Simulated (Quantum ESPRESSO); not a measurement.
# Moving one atom in SiGaZnInAs4

The results below are calculated, not measured. They come from pw.x of Quantum ESPRESSO 7.5, a plane-wave density functional program, with PseudoDojo standard norm-conserving files (v0.5 for PBE, v0.4.1 for LDA and PBEsol). The cells are made up: elements, strain and atom displacements were drawn at random, and nothing was relaxed. There is no spin polarisation, spin-orbit coupling or dispersion term.

The cell has 8 sites of a zincblende or diamond lattice. Sites 1 to 4 hold Si Ga Zn In; sites 5 to 8 hold As As As As. Cell vectors in Å: (6.062, -0.010, 0.082); (-0.010, 6.018, -0.031); (0.082, -0.031, 5.939). Settings: PBE, cutoff 1143 eV, 6 x 6 x 6 k mesh shifted by half a step, Fermi-Dirac smearing of 0.1 eV.

Each run shifts the As atom on site 5 along x and leaves all else fixed. Site 4 is one of its nearest neighbours. E is the free energy of the cell above the lowest run shown.

```
run  shift (Å)  Fx on site 5 (eV/Å)  Fx on site 4 (eV/Å)  P (GPa)  E (meV)
  1    -0.1027                0.859                1.083    -3.30     38.1
  2    -0.0920                0.776                1.114    -3.30     29.3
  3    -0.0781                0.666                1.155    -3.31     19.3
  5     0.0461               -0.375                1.567    -3.26      0.0
  6     0.0642               -0.534                1.634    -3.24      8.2
  7     0.0923               -0.784                1.741    -3.19     26.7
  4    -0.0093                    ?                    ?        ?        ?
```

A rerun of one of these cells at 1437 eV and k mesh 8 x 8 x 8 moved values by no more than 0.004 eV in the cell's energy, 0.02 GPa in stress and 0.003 eV/Å in force.

## Worked fit

A parabola through the six runs shown gives Fx on site 5 = 0.022 - 8.46 u - 3.0 u² eV/Å, with u in Å and a scatter of 0.001 eV/Å. Minus the slope, 8.46 ± 0.04 eV/Å², is this atom's force constant along x at u = 0, with its periodic images moving too. The fitted force vanishes at u = 0.003 Å, where the energy should be lowest along this line. The error is the larger of the fit's own and the change that a cubic makes, rounded up.

## Withheld run

Question: what Fx on site 5 should run 4 give?

The fit gives 0.100 eV/Å. The calculation gave 0.102 eV/Å.

| run | shift (Å) | Fx on site 5 (eV/Å) | Fx on site 4 (eV/Å) | P (GPa) | E (meV) |
| --- | --- | --- | --- | --- | --- |
| 4 | -0.0093 | 0.102 | 1.373 | -3.30 | -7.4 |